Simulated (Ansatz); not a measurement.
BaZrO3 (cubic perovskite)

```yaml
crystal:
  lattice:
    - [8.45443, 0.00000, 0.00000]
    - [0.00000, 4.22721, 0.00000]
    - [0.00000, 0.00000, 4.22721]
  atoms:
    - { symbol: Ba, position: [0.00000, 0.00000, 0.00000] }
    - { symbol: Ba, position: [0.50000, 0.00000, 0.00000] }
    - { symbol: Zr, position: [0.25000, 0.50000, 0.50000] }
    - { symbol: Zr, position: [0.75000, 0.50000, 0.50000] }
    - { symbol: O, position: [0.00000, 0.50000, 0.50000] }
    - { symbol: O, position: [0.50000, 0.50000, 0.50000] }
    - { symbol: O, position: [0.25000, 0.50000, 0.00000] }
    - { symbol: O, position: [0.75000, 0.50000, 0.00000] }
    - { symbol: O, position: [0.25000, 0.00000, 0.50000] }
    - { symbol: O, position: [0.75000, 0.00000, 0.50000] }
```

A phonon eigenvector at X = (0.5, 0.0, 0.0) is frozen into this cell: atom i moves by Q times the vector below, so Q is the largest atomic displacement, in Å. The cell is held. It is one choice among 2 degenerate patterns. (q is in reciprocal vectors of the primitive cell; the cell shown is doubled to hold the pattern.)

```json
[
 {"atom": "Zr3", "x": "0.000", "y": "0.000", "z": "0.775"},
 {"atom": "Zr4", "x": "0.000", "y": "0.000", "z": "-0.775"},
 {"atom": "O7", "x": "0.000", "y": "0.000", "z": "0.557"},
 {"atom": "O8", "x": "0.000", "y": "0.000", "z": "-0.557"},
 {"atom": "O9", "x": "0.000", "y": "0.000", "z": "1.000"},
 {"atom": "O10", "x": "0.000", "y": "0.000", "z": "-1.000"}
]
```

Atoms not listed stay in place.

Calculation: PBE (plane waves to 420 eV, PAW, scalar-relativistic; Ansatz, a program for electronic structure). k mesh 4×8×8 (Γ-centred), Fermi-Dirac smearing 0.05 eV. BaZrO3 is run without spin polarisation. BaZrO3 was relaxed with its symmetry unable to fall.

At one point of the scan the forces (eV/Å) are:

```csv
atom,Fx,Fy,Fz
Ba1,0.000,0.000,0.000
Ba2,0.000,0.000,0.000
Zr3,0.000,0.000,0.621
Zr4,0.000,0.000,-0.621
O5,0.000,0.000,0.000
O6,0.000,0.000,0.000
O7,0.000,0.000,0.067
O8,0.000,0.000,-0.067
O9,0.000,0.000,0.153
O10,0.000,0.000,-0.153
```

Problem. Which point is it?
(A) Q = -0.180 Å
(B) Q = -0.060 Å
(C) Q = -0.090 Å
(D) Q = -0.150 Å

Solution. A, Q = -0.180 Å

(A displaced cell: forces are minus the slopes of the energy, force constants its curvatures, and phonons follow from these.)
